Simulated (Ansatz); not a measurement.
An elastic tensor (GPa, Voigt order, standard axes) from DFT-r²SCAN in the program Ansatz with PAW potentials:

```
      1     2     3     4     5     6
-  ----  ----  ----  ----  ----  ----
1  63.6  33.4  33.4   0.0   0.0   0.0
2  33.4  63.6  33.4   0.0   0.0   0.0
3  33.4  33.4  63.6   0.0   0.0   0.0
4   0.0   0.0   0.0  29.5   0.0   0.0
5   0.0   0.0   0.0   0.0  29.5   0.0
6   0.0   0.0   0.0   0.0   0.0  29.5
```

Question: Which compound is it?
(A) InSb, zinc blende
(B) InAs, zinc blende
(C) PtC, zinc blende
(D) LiF, zinc blende

Answer: A, InSb, zinc blende

Space group F-43m (zinc blende). Symmetry was held in the r²SCAN relaxation. As this level gives no gap, shear constants depend on the k-mesh and smearing (Fermi–Dirac, 0.1 eV here). Spin–orbit coupling is left out wherever it is not named.

Potentials: the earlier of the program's two PAW sets.
